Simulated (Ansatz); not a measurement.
K2Pt: energy along a strain

K2Pt, Fm-3m, a = 7.563 Å (as given, not relaxed at this level: -1.9 GPa). The structure is a Materials Project entry; whether it is the stable form wasn't checked. Ansatz: LDA, PAW, 420 eV, Γ-centred 6×6×6 mesh on 3 atoms, Gaussian smearing 0.05 eV; no spin polarisation. Cell vectors (Å): 0.000 3.781 3.781; 3.781 0.000 3.781; 3.781 3.781 0.000. The cell is strained by x per cent times the pattern (1 -1 0 0 0 0) in the order xx yy zz yz xz xy (engineering shears), with fractional coordinates held. y is the free energy over the start, V0 = 36.049 Å³/atom. Symmetry makes y even in x.

| x (%) | y (meV/atom) |
| --- | --- |
| -2.00 | 1.78 |
| -1.00 | 0.45 |
| 0.00 | 0.00 |
| 0.25 | 0.03 |
| 0.50 | 0.11 |
| 0.75 | 0.25 |
| 1.25 | 0.70 |
| 1.50 | ? |
| 1.75 | 1.37 |

Task: Fit y = c2 x² + c4 x⁴ to the other rows, get the stiffness along the pattern, and predict the missing energy.

Result: Least squares on the rows shown. y = 0.4504 x² − 0.001254 x⁴. The clamped-ion stiffness p·C·p = 2 × 4.504 eV × 160.2 / 36.049 Å³ = 40 GPa (second derivative at the start, which stands under stress). At x = 1.50 the fit asked for gives 1.01 meV/atom. The run gave 1.00 meV/atom, so the fit is 0.01 meV/atom too high, a small miss on the scale of the series.

Spin–orbit coupling is left out, which can shift energies with elements as heavy as these.